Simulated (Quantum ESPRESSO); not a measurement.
# Planted mistakes on one cell of Ti2HfZrO8

The results below are calculated, not measured. They come from pw.x of Quantum ESPRESSO 7.5, a plane-wave density functional program, with PseudoDojo standard norm-conserving files (v0.5 for PBE, v0.4.1 for LDA and PBEsol). The cells are made up: elements, strain and atom displacements were drawn at random, and nothing was relaxed. There is no spin polarisation, spin-orbit coupling or dispersion term.

The hafnium file is less sure than the others, with forces about 3 percent (worst 6) and pressure in oxides about 1.5 GPa (worst 2.7) from a second method in checks, which no rerun with the same files tests.

The cell has 12 sites of a rutile lattice (two cells along c). Sites 1 to 4 hold Ti Hf Ti Zr; sites 5 to 12 hold O O O O O O O O. Cell vectors in Å: (4.861, 0.000, 0.000); (0.000, 4.861, 0.000); (0.000, 0.000, 6.337). Settings: PBE, cutoff 1143 eV, 5 x 5 x 4 k mesh shifted by half a step, Fermi-Dirac smearing of 0.025 eV.

The intended run has a self-consistency threshold of 1e-07 eV, a smearing term of 0.000 eV, a pressure of -10.10 GPa and 18 iterations. Each further run changes one thing: atoms of sites 3 and 4 exchanged; cutoff 687 eV; k mesh 1 x 1 x 1; one electron added; smearing 0.59 eV; threshold 0.5 eV. A coarse mesh keeps the shift, and a charged cell sits in a uniform background.

```
run,change of free energy (eV),smearing term -TS (eV),change of P (GPa),largest change of a force component (eV/Å),iterations
A,10.413,-0.015,17.46,0.693,19
B,-0.847,-3.001,3.02,0.322,17
C,0.510,0.000,1.76,2.505,21
D,5.419,0.000,-29.75,0.157,17
E,0.047,0.000,-5.53,0.101,7
F,0.651,0.000,1.83,0.285,23
```

A rerun of the intended cell at 1467 eV and k mesh 7 x 7 x 6 moved values by no more than 0.004 eV in the cell's energy, 0.04 GPa in stress and 0.003 eV/Å in force.

Question: which change belongs to which run?

## Worked reading

Run E has the fewest iterations, as a run stopped early does. Run B has the largest smearing term, as wide smearing gives. Run D has a higher energy and the largest fall in pressure, as too small a basis gives. Energies from files of another functional, or of a charged cell, have another zero and say nothing on stability; the pressure of a charged cell rests on the program's zero of potential too.

## Key

| run | change |
| --- | --- |
| A | one electron added |
| B | smearing 0.59 eV |
| C | atoms of sites 3 and 4 exchanged |
| D | cutoff 687 eV |
| E | threshold 0.5 eV |
| F | k mesh 1 x 1 x 1 |